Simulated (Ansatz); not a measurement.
**Fields on a plane of BN (space group P6_3/mmc)**

```yaml
crystal:
  lattice:
    - [2.48795, 0.00000, 0.00000]
    - [-1.24398, 2.15463, 0.00000]
    - [0.00000, 0.00000, 6.53177]
  atoms:
    - { symbol: B, position: [0.00000, 0.00000, 0.75000] }
    - { symbol: B, position: [0.00000, 0.00000, 0.25000] }
    - { symbol: N, position: [0.66667, 0.33333, 0.25000] }
    - { symbol: N, position: [0.33333, 0.66667, 0.75000] }
```

The slice is a (0001) plane (indices of the conventional cell) through the point (0.333, 0.667, 0.750) (fractional), spanned by u = [110] and v = [1 -1 0] in vectors of this cell: u (2.49 Å) and v (4.31 Å, at 90° to u). It covers one period; positions are fractions (u, v).

Atoms on it: B at (0.00, 0.67); B at (0.50, 0.17); N at (0.00, 0.00); N at (0.50, 0.50).

Level of theory: LDA (plane waves to 420 eV, PAW, scalar-relativistic; Ansatz, a quantum-chemistry and plane-wave program). k mesh 15×15×5. Inside the PAW spheres the values are not all-electron values, and peaks at nuclei hang on which shells count as valence. BN was relaxed with its symmetry unable to fall.

```
|xxxxxxxxxx  ::----------::  xxxxxxxx|
|xxxxxxxx    ==++******++==    xxxxxx|
|xxxxxxxx  ::**##%%%%%%##**::  xxxxxx|
|xxxx      ++##%%@@@@@@%%##++      xx|
|        ::++##@@@@@@@@@@##++::      |
|        ..==##%%@@@@@@%%##==..      |
|xxxxxx    ::++%%@@@@@@%%++::    xxxx|
|xxxxxxxx    ==**%%%%%%**==    xxxxxx|
|xxxxxxxxxx  ::++**##**++::  xxxxxxxx|
|xxxxxxxxxx  ..----------..  xxxxxxxx|
|xxxxxxxxxx                  xxxxxxxx|
|xxxxxxxxxx      xxxxxx      xxxxxxxx|
|xxxxxxxx    xxxxxxxxxxxxxx    xxxxxx|
|xxxxxx      xxxxxxxxxxxxxx      xxxx|
|xxxx      xxxxxxxxxxxxxxxxxx      xx|
|          xxxxxxxxxxxxxxxxxx        |
|------::  xxxxxxxxxxxxxxxxxx  ::----|
|****++==    xxxxxxxxxxxxxx    ==++**|
|%%%%##**::  xxxxxxxxxxxxxx  ::**##%%|
|@@@@%%##++      xxxxxx      ++##%%@@|
|@@@@@@##++::              ::++##@@@@|
|@@@@%%##==..              ..==##%%@@|
|@@@@%%++::    xxxxxxxxxx    ::++%%@@|
|%%%%**==    xxxxxxxxxxxxxx    ==**%%|
|##**++::  xxxxxxxxxxxxxxxxxx  ::++**|
|------..  xxxxxxxxxxxxxxxxxx  ..----|
|          xxxxxxxxxxxxxxxxxx        |
|xxxx      xxxxxxxxxxxxxxxxxx      xx|
|xxxxxxxx    xxxxxxxxxxxxxx    xxxxxx|
|xxxxxxxx      xxxxxxxxxx      xxxxxx|
|xxxxxxxxxx      xxxxxx      xxxxxxxx|
|xxxxxxxxxx                  xxxxxxxx|
```
Scale: ten equal steps from -2.00 (start of ' ') to 6.10 (end of '@'), in the order ' .:-=+*#%@'. Values: electrostatic potential energy of an electron, from the cell's mean, in eV. The map has 18 points along u (two characters each, u = 0 at the left) and 32 along v (v = 0 in the bottom row). Points within 0.6 Å of a nucleus are blanked (x), as the pseudised field means little there. Values under -2 eV are set to -2. The zero, the cell's mean, hangs on the PAW cores.

```
|999976543334567999|
|999875432223457899|
|998765321112356789|
|887654210001245678|
|777643210001234677|
|776543210001234567|
|665543211011234556|
|555543222122234555|
|444444333333344444|
|234555554445555543|
|124566666666666542|
|345667777877776654|
|455677889998877655|
|455678999999987655|
|445678999999987654|
|444578999999987544|
|334567999999976543|
|223457899999875432|
|112356789998765321|
|001245678887654210|
|001234677777643210|
|001234567776543210|
|011234556665543211|
|122234555555543222|
|333344444444444333|
|445555543234555554|
|666666542124566666|
|877776654345667777|
|998877655455677889|
|999987655455678999|
|999987654445678999|
|999987544444578999|
```
Scale: ten equal steps from -0.82 (start of '0') to 0.59 (end of '9'), in the order '0123456789'. Values: log₁₀ of the valence density in e/Å³. The map has 18 points along u (one character each, u = 0 at the left) and 32 along v (v = 0 in the bottom row). The scale is logarithmic, as a density can span decades between atoms and voids.

- Density on the B–N line (1.44 Å) at its midpoint: 1.84 e/Å³
- ELF at that point: 0.9
- ELF maximum in the middle third of the B–N line: 0.93, 0.7 Å from B
